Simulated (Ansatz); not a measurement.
A strain series on a free-standing Janus 1T monolayer of PtOS with PBE in Ansatz; the unstrained cell is the r2SCAN minimum. Values at 0 K without nuclear motion; spin polarisation is off, and the phase may be a hypothetical one.

Input of the unstrained run:
```yaml
crystal:
  lattice:
    - [3.3429145617, 0.0, 0.0]
    - [-1.6714572809, 2.8950489331, 0.0]
    - [0.0, 0.0, 29.1078253048]
  atoms:
    - { symbol: Pt, position: [0.0, 0.0, 0.3119033168] }
    - { symbol: O, position: [0.3333333333, 0.6666666667, 0.3450409948] }
    - { symbol: S, position: [0.6666666667, 0.3333333333, 0.2706413021] }
  periodic: [true, true, false]
kpoints:
  mp_grid: { grid: [12, 12, 1] }
  band_path:
    path:
      - [0.0, 0.0, 0.0]
      - [0.5, 0.0, 0.0]
      - [0.3333333333, 0.3333333333, 0.0]
      - [-0.109375, 0.21875, 0.0]
    npoints: 1
hamiltonian:
  xc: pbe
scf:
  occupations: { method: fermi_dirac, width: 0.02 }
  n_extra_bands: 4
output:
  forces: true
  stress: true
  eigenvalues: true
```

Its main results, and the levels near the gap at the points of the path (eV from the Fermi energy, bands numbered from 0, names kept under strain):
```
Crystal: 3 atoms, lattice volume = 281.703 Å³
Basis set: ecut = 420 eV, 5581 PW (Γ)
Symmetry: 6 space group operations
Space group: P3m1 (ITA 156)
k-points: 19 of 144 (time reversal used)
Free energy (F): -13990.992674 eV
Fermi energy:    -5.962911 eV
--- Forces (eV/Å), atoms counted from 1 ---
  atom   1  Pt      0.00000      0.00000    -0.08913
  atom   2  O       0.00000      0.00000      0.30178
  atom   3  S       0.00000      0.00000    -0.21274
--- 2D stress c σ (N/m, compression-positive) ---
        2.287047       0.000000       0.000000
        0.000000       2.287047       0.000000
        0.000000       0.000000       0.000000
  P = ½ c Tr σ = 2.2870 N/m
```
```tsv
point	band_12	band_13	band_14	band_15	band_16	band_17
Γ	-1.750	-1.750	-1.031	2.675	2.675	3.959
M	-2.704	-2.401	-1.835	1.755	2.339	5.231
K	-2.552	-1.687	-1.016	0.631	2.333	6.618
(-0.109,0.219,0)	-1.716	-1.365	-0.666	1.500	2.096	4.850
```

In-plane biaxial +3.0 %. The input changes in these blocks:
```yaml
crystal:
  lattice:
    - [3.4432019985, 0.0, 0.0]
    - [-1.7216009993, 2.9819004011, 0.0]
    - [0.0, 0.0, 29.1078253048]
  atoms:
    - { symbol: Pt, position: [0.0, 0.0, 0.3118175356] }
    - { symbol: O, position: [0.3333333333, 0.6666666667, 0.3430585367] }
    - { symbol: S, position: [0.6666666667, 0.3333333333, 0.2727095415] }
  periodic: [true, true, false]
kpoints:
  mp_grid: { grid: [12, 12, 1] }
  band_path:
    path:
      - [0.0, 0.0, 0.0]
      - [0.5, 0.0, 0.0]
      - [0.3333333333, 0.3333333333, 0.0]
      - [0.0, 0.166667, 0.0]
    npoints: 1
```

```
Crystal: 3 atoms, lattice volume = 298.858 Å³
Basis set: ecut = 420 eV, 5809 PW (Γ)
Symmetry: 6 space group operations
Space group: P3m1 (ITA 156)
k-points: 19 of 144 (time reversal used)
Free energy (F): -13990.978889 eV
Fermi energy:    -5.969861 eV
--- Forces (eV/Å), atoms counted from 1 ---
  atom   1  Pt      0.00000      0.00000    -0.10283
  atom   2  O       0.00000      0.00000      0.26146
  atom   3  S       0.00000      0.00000    -0.15869
--- 2D stress c σ (N/m, compression-positive) ---
       -1.424034       0.000000       0.000000
        0.000000      -1.424034       0.000000
        0.000000       0.000000       0.000000
  P = ½ c Tr σ = -1.4240 N/m
```
```tsv
point	band_12	band_13	band_14	band_15	band_16	band_17
Γ	-1.759	-1.759	-0.957	2.621	2.621	4.020
M	-2.786	-2.411	-1.640	1.436	2.271	5.312
K	-2.384	-1.715	-1.069	0.647	2.076	6.597
(0,1/6,0)	-1.527	-1.522	-0.687	1.551	2.311	4.720
```

PBE: the gap goes from 1.298 to 1.334 eV (+0.036 eV); the edges go from Γ–K (0.33) → K to Γ–M (0.33) → K.

In-plane biaxial +2.5 %. The input changes in these blocks:
```yaml
crystal:
  lattice:
    - [3.4264874257, 0.0, 0.0]
    - [-1.7132437129, 2.9674251564, 0.0]
    - [0.0, 0.0, 29.1078253048]
  atoms:
    - { symbol: Pt, position: [0.0, 0.0, 0.3118285091] }
    - { symbol: O, position: [0.3333333333, 0.6666666667, 0.3433887756] }
    - { symbol: S, position: [0.6666666667, 0.3333333333, 0.2723683289] }
  periodic: [true, true, false]
kpoints:
  mp_grid: { grid: [12, 12, 1] }
  band_path:
    path:
      - [0.0, 0.0, 0.0]
      - [0.5, 0.0, 0.0]
      - [0.3333333333, 0.3333333333, 0.0]
      - [-0.005208, 0.171875, 0.0]
    npoints: 1
```

```
Crystal: 3 atoms, lattice volume = 295.964 Å³
Basis set: ecut = 420 eV, 5773 PW (Γ)
Symmetry: 6 space group operations
Space group: P3m1 (ITA 156)
k-points: 19 of 144 (time reversal used)
Free energy (F): -13990.990089 eV
Fermi energy:    -5.967439 eV
--- Forces (eV/Å), atoms counted from 1 ---
  atom   1  Pt      0.00000      0.00000    -0.10077
  atom   2  O       0.00000      0.00000      0.26779
  atom   3  S       0.00000      0.00000    -0.16710
--- 2D stress c σ (N/m, compression-positive) ---
       -0.855958       0.000000       0.000000
        0.000000      -0.855958       0.000000
        0.000000       0.000000       0.000000
  P = ½ c Tr σ = -0.8560 N/m
```
```tsv
point	band_12	band_13	band_14	band_15	band_16	band_17
Γ	-1.761	-1.761	-0.969	2.631	2.631	4.010
M	-2.777	-2.424	-1.673	1.487	2.282	5.302
K	-2.416	-1.714	-1.063	0.646	2.117	6.608
(-0.005,0.172,0)	-1.552	-1.509	-0.684	1.527	2.313	4.730
```

PBE: the gap goes from 1.298 to 1.330 eV (+0.032 eV); the edges go from Γ–K (0.33) → K to (-0.005, 0.172, 0) → K.

Another run changes these blocks:
```yaml
crystal:
  lattice:
    - [3.3429145617, -0.0334291456, 0.0]
    - [-1.7004077702, 2.9117635059, 0.0]
    - [0.0, 0.0, 29.1078253048]
  atoms:
    - { symbol: Pt, position: [-0.0007822648, 2.18229e-05, 0.3119025384] }
    - { symbol: O, position: [0.3304558817, 0.6665898591, 0.345045897] }
    - { symbol: S, position: [0.6703263831, 0.333388318, 0.2706371783] }
  periodic: [true, true, false]
kpoints:
  mp_grid: { grid: [12, 12, 1] }
  band_path:
    path:
      - [0.0, 0.0, 0.0]
      - [0.5, 0.0, 0.0]
      - [0.3333333333, 0.3333333333, 0.0]
      - [0.135417, 0.083333, 0.0]
      - [0.333333, 0.335937, 0.0]
    npoints: 1
output:
  forces: true
  stress: true
  eigenvalues: true
  write_density: true
  write_potential: true
  elf: true
  volumetric_format: npy
```

```
Crystal: 3 atoms, lattice volume = 281.674 Å³
Basis set: ecut = 420 eV, 5569 PW (Γ)
Symmetry: 1 space group operations
Space group: P1 (ITA 1)
k-points: 74 of 144 (time reversal used)
Free energy (F): -13990.988351 eV
Fermi energy:    -5.960611 eV
--- Forces (eV/Å), atoms counted from 1 ---
  atom   1  Pt      0.00083    -0.00035    -0.08873
  atom   2  O     -0.00788      0.00003      0.30272
  atom   3  S       0.00707      0.00032    -0.21406
--- 2D stress c σ (N/m, compression-positive) ---
        2.288440       0.718899       0.000000
        0.718899       2.284901       0.000000
        0.000000       0.000000       0.000000
  P = ½ c Tr σ = 2.2867 N/m
```
```tsv
point	band_12	band_13	band_14	band_15	band_16	band_17
Γ	-1.802	-1.701	-1.034	2.663	2.677	3.957
M	-2.718	-2.350	-1.810	1.819	2.329	5.205
K	-2.556	-1.689	-1.018	0.628	2.330	6.614
(0.135,0.083,0)	-1.720	-1.386	-0.647	1.471	2.129	4.877
(1/3,0.336,0)	-2.556	-1.690	-1.017	0.628	2.329	6.614
```

Question: Which strain is this, and what did it do?

Answer: Xy shear, engineering strain (angle) -2.0 %, atoms relaxed again. PBE: the gap goes from 1.298 to 1.275 eV (-0.023 eV); the edges go from Γ–K (0.33) → K to (0.135, 0.083, 0) → (1/3, 0.336, 0).

Uniaxial -2.0 % along y, other directions held. The input changes in these blocks:
```yaml
crystal:
  lattice:
    - [3.3429145617, 0.0, 0.0]
    - [-1.6714572809, 2.8371479544, 0.0]
    - [0.0, 0.0, 29.1078253048]
  atoms:
    - { symbol: Pt, position: [0.0004346137, 0.0008692274, 0.3119430071] }
    - { symbol: O, position: [0.3351767921, 0.6703535842, 0.3457191277] }
    - { symbol: S, position: [0.6643885942, 0.3287771884, 0.269923479] }
  periodic: [true, true, false]
kpoints:
  mp_grid: { grid: [12, 12, 1] }
  band_path:
    path:
      - [0.0, 0.0, 0.0]
      - [0.5, 0.0, 0.0]
      - [0.3333333333, 0.3333333333, 0.0]
      - [-0.052083, 0.213542, 0.0]
      - [0.335938, 0.330729, 0.0]
    npoints: 1
output:
  forces: true
  stress: true
  eigenvalues: true
  write_density: true
  write_potential: true
  elf: true
  volumetric_format: npy
```

```
Crystal: 3 atoms, lattice volume = 276.069 Å³
Basis set: ecut = 420 eV, 5501 PW (Γ)
Symmetry: 2 space group operations
Space group: Cm (ITA 8)
k-points: 43 of 144 (time reversal used)
Free energy (F): -13990.963148 eV
Fermi energy:    -5.963355 eV
--- Forces (eV/Å), atoms counted from 1 ---
  atom   1  Pt      0.00000    -0.00474    -0.08138
  atom   2  O       0.00000      0.01077      0.31494
  atom   3  S       0.00000    -0.00603    -0.23354
--- 2D stress c σ (N/m, compression-positive) ---
        2.947144       0.000000       0.000000
        0.000000       4.381925       0.000000
        0.000000       0.000000       0.000000
  P = ½ c Tr σ = 3.6645 N/m
```
```tsv
point	band_12	band_13	band_14	band_15	band_16	band_17
Γ	-1.790	-1.684	-1.061	2.678	2.688	3.937
M	-2.672	-2.363	-1.915	1.813	2.372	5.201
K	-2.596	-1.669	-0.991	0.620	2.419	6.600
(-0.052,0.214,0)	-1.741	-1.396	-0.644	1.404	2.219	4.870
(0.336,0.331,0)	-2.596	-1.670	-0.991	0.620	2.418	6.600
```

PBE: the gap goes from 1.298 to 1.264 eV (-0.034 eV); the edges go from Γ–K (0.33) → K to (-0.052, 0.214, 0) → (0.336, 0.331, 0).

Spin-orbit coupling is left out, which matters wherever the heavy atoms make up the band edges.
